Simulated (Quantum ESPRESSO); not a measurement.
## Mg4TaIr3 (input and log of a self-consistent run)

A calculation, not a measurement. The program is pw.x of Quantum ESPRESSO 7.5 (plane-wave density functional theory). The cell is made up: eight metal atoms on a hexagonal close-packed lattice, with elements, volume, strain and displacements drawn at random and not relaxed, so it may be unstable or far from any real phase. PseudoDojo standard norm-conserving files set the functional (PBE unless stated); there is no spin polarisation or spin-orbit coupling, the Fermi-Dirac width of 0.25 eV means electrons at about 2900 K, and the masses in the input are unused placeholders. Heavy elements are run without spin-orbit coupling, which real alloys of them have. A spin test at this wide smearing found no moment, but such smearing suppresses magnetism that the real alloy may have.

Input:

```
&control calculation='scf', pseudo_dir='./dojo.nc.sr.pbe.v0_5.standard.upf', outdir='./o', disk_io='minimal', tprnfor=.true., tstress=.true. /
&system ibrav=0, nat=8, ntyp=3, nbnd=65, ecutwfc=84.00895049, nosym=.true., tot_charge=0,
 occupations='smearing', smearing='fd', degauss=0.0183746611
/
&electrons conv_thr=1.470e-08, electron_maxstep=70, mixing_beta=0.5 /
ATOMIC_SPECIES
Ir 1.0 Ir.upf
Mg 1.0 Mg.upf
Ta 1.0 Ta.upf
CELL_PARAMETERS angstrom
4.4695 -2.6524 0.0631
-2.9992 0.0866 -4.8995
2.8823 5.1362 -0.02
ATOMIC_POSITIONS angstrom
Mg -0.0024 -0.0009 -0.0449
Mg 1.4518 2.5993 0.0265
Ta -0.0825 1.7381 -2.4081
Ir 1.4381 4.3685 -2.4335
Ir 2.9389 -0.0965 0.0137
Ir 4.4708 2.5049 -0.0405
Mg 1.6132 -0.8484 -2.4752
Mg 2.7958 1.7451 -2.3928
K_POINTS automatic
5 5 4 1 1 1
```

The log is shortened where brackets say so; the opening notice, blank lines, dates and the lines on written files are dropped, and the path of the files is cut. It prints rydbergs, bohrs and kilobars, and counts compression as positive stress. Its total energy is the free energy E - TS of the whole cell.

```
     Program PWSCF v.7.5
     Parallel version (MPI & OpenMP), running on       4 processor cores
     Number of MPI processes:                 4
     Threads/MPI process:                     1
     [start-up lines left out]
     bravais-lattice index     =            0
     lattice parameter (alat)  =       9.8221  a.u.
     unit-cell volume          =    1006.1392 (a.u.)^3
     number of atoms/cell      =            8
     number of atomic types    =            3
     number of electrons       =       104.00
     number of Kohn-Sham states=           65
     kinetic-energy cutoff     =      84.0090  Ry
     charge density cutoff     =     336.0358  Ry
     scf convergence threshold =      1.5E-08
     mixing beta               =       0.5000
     number of iterations used =            8  plain     mixing
     Exchange-correlation= PBE
                           (   1   4   3   4   0   0   0)
     [axes and pseudopotential details left out]
   Cartesian axes
     site n.     atom                  positions (alat units)
         1        Mg     tau(   1) = (  -0.0004617  -0.0001732  -0.0086385  )
         2        Mg     tau(   2) = (   0.2793182   0.5000907   0.0050985  )
         3        Ta     tau(   3) = (  -0.0158725   0.3344007  -0.4633049  )
         4        Ir     tau(   4) = (   0.2766824   0.8404749  -0.4681917  )
         5        Ir     tau(   5) = (   0.5654279  -0.0185661   0.0026358  )
         6        Ir     tau(   6) = (   0.8601568   0.4819287  -0.0077920  )
         7        Mg     tau(   7) = (   0.3103706  -0.1632274  -0.4762146  )
         8        Mg     tau(   8) = (   0.5378962   0.3357474  -0.4603613  )
     number of k points=    50  Fermi-Dirac smearing, width (Ry)=  0.0184
                       cart. coord. in units 2pi/alat
        k(    1) = (   0.1452734   0.0442157  -0.1942322), wk =   0.0400000
        k(    2) = (   0.2584859   0.2334184  -0.2601903), wk =   0.0400000
     [further k points left out]
     Dense  grid:   104711 G-vectors     FFT dimensions: (  60,  64,  72)
     Estimated max dynamical RAM per process >     345.95 MB
     Estimated total dynamical RAM >       1.28 GB
     Initial potential from superposition of free atoms
     starting charge     103.9954, renormalised to     104.0000
     Starting wfcs are   60 randomized atomic wfcs +    5 random wfcs
     total cpu time spent up to now is        4.8 secs
     per-process dynamical memory:   275.0 Mb
     Self-consistent Calculation
     iteration #  1     ecut=    84.01 Ry     beta= 0.50
     Davidson diagonalization with overlap
     ethr =  1.00E-02,  avg # of iterations =  3.0
     Threshold (ethr) on eigenvalues was too large:
     Diagonalizing with lowered threshold
     Davidson diagonalization with overlap
     ethr =  8.88E-04,  avg # of iterations =  1.1
     total cpu time spent up to now is       26.8 secs
     total energy              =   -1295.86995770 Ry
     estimated scf accuracy    <       0.90879521 Ry
     iteration #  2     ecut=    84.01 Ry     beta= 0.50
     Davidson diagonalization with overlap
     ethr =  8.74E-04,  avg # of iterations =  3.2
     total cpu time spent up to now is       39.9 secs
     total energy              =   -1295.13258995 Ry
     estimated scf accuracy    <      15.35209400 Ry
     iteration #  3     ecut=    84.01 Ry     beta= 0.50
     Davidson diagonalization with overlap
     ethr =  8.74E-04,  avg # of iterations =  2.3
     total cpu time spent up to now is       52.1 secs
     total energy              =   -1296.28630787 Ry
     estimated scf accuracy    <       0.51640084 Ry
     iteration #  4     ecut=    84.01 Ry     beta= 0.50
     Davidson diagonalization with overlap
     ethr =  4.97E-04,  avg # of iterations =  2.0
     total cpu time spent up to now is       62.4 secs
     total energy              =   -1296.33175079 Ry
     estimated scf accuracy    <       0.12805185 Ry
     iteration #  5     ecut=    84.01 Ry     beta= 0.50
     Davidson diagonalization with overlap
     ethr =  1.23E-04,  avg # of iterations =  2.0
     total cpu time spent up to now is       73.0 secs
     total energy              =   -1296.34284881 Ry
     estimated scf accuracy    <       0.03437929 Ry
     [iterations 6 to 9 left out]
     iteration # 10     ecut=    84.01 Ry     beta= 0.50
     Davidson diagonalization with overlap
     ethr =  8.77E-09,  avg # of iterations =  2.4
     total cpu time spent up to now is      132.0 secs
     total energy              =   -1296.34782375 Ry
     estimated scf accuracy    <       0.00000099 Ry
     iteration # 11     ecut=    84.01 Ry     beta= 0.50
     Davidson diagonalization with overlap
     ethr =  9.52E-10,  avg # of iterations =  2.9
     total cpu time spent up to now is      143.9 secs
     total energy              =   -1296.34782391 Ry
     estimated scf accuracy    <       0.00000010 Ry
     iteration # 12     ecut=    84.01 Ry     beta= 0.50
     Davidson diagonalization with overlap
     ethr =  9.90E-11,  avg # of iterations =  2.3
     total cpu time spent up to now is      155.6 secs
     total energy              =   -1296.34782392 Ry
     estimated scf accuracy    <       0.00000004 Ry
     iteration # 13     ecut=    84.01 Ry     beta= 0.50
     Davidson diagonalization with overlap
     ethr =  4.17E-11,  avg # of iterations =  2.0
     total cpu time spent up to now is      166.4 secs
     total energy              =   -1296.34782392 Ry
     estimated scf accuracy    <       0.00000002 Ry
     iteration # 14     ecut=    84.01 Ry     beta= 0.50
     Davidson diagonalization with overlap
     ethr =  1.61E-11,  avg # of iterations =  1.3
     total cpu time spent up to now is      176.5 secs
     End of self-consistent calculation
     [lines on levels left out]
!    total energy              =   -1296.34782393 Ry
     estimated scf accuracy    <          1.1E-09 Ry
     smearing contrib. (-TS)   =      -0.09929384 Ry
     internal energy E=F+TS    =   -1296.24853008 Ry
     The total energy is F=E-TS. E is the sum of the following terms:
     one-electron contribution =    -581.99423870 Ry
     hartree contribution      =     308.44683500 Ry
     xc contribution           =    -223.67602454 Ry
     ewald contribution        =    -799.02510186 Ry
     convergence has been achieved in  14 iterations
     Forces acting on atoms (cartesian axes, Ry/au):
     atom    1 type  2   force =     0.00641948   -0.01929418    0.00121089
     atom    2 type  2   force =     0.00305823    0.01396480   -0.02405650
     atom    3 type  3   force =    -0.01510767    0.00660256   -0.04831403
     atom    4 type  1   force =    -0.00808496    0.00454550   -0.01565928
     atom    5 type  1   force =     0.02107939   -0.00568915    0.00062918
     atom    6 type  1   force =     0.00515131    0.00431025    0.03360207
     atom    7 type  2   force =    -0.04928923   -0.02365866    0.03382464
     atom    8 type  2   force =     0.03677346    0.01921888    0.01876303
     Total force =     0.109515     Total SCF correction =     0.000103
     Computing stress (Cartesian axis) and pressure
          total   stress  (Ry/bohr**3)                   (kbar)     P=     -123.76
  -0.00067284   0.00005929   0.00006051          -98.98        8.72        8.90
   0.00005929  -0.00091200  -0.00004210            8.72     -134.16       -6.19
   0.00006051  -0.00004210  -0.00093911            8.90       -6.19     -138.15
     init_run     :      4.54s CPU      4.74s WALL (       1 calls)
     electrons    :    167.73s CPU    171.71s WALL (       1 calls)
     forces       :      1.76s CPU      1.78s WALL (       1 calls)
     stress       :      6.10s CPU      6.10s WALL (       1 calls)
     [timing details left out]
     PWSCF        :   3m 0.17s CPU   3m 4.45s WALL
     JOB DONE.
```

In other units: free energy -17637.711 eV for the cell, pressure -12.38 GPa, largest force component 1.267 eV/Å in size. The run took 186 s of wall time with four MPI processes on a shared machine (Intel Xeon, 2023 or later, virtual cores), so the time is rough. A rerun of this cell at a higher cutoff and on a denser mesh moved values by no more than 0.005 eV in energy, 0.03 GPa in stress and 0.017 eV/Å in force, and a second program with other atomic files agreed on that cell to 2 % rms in force and 0.5 GPa in pressure.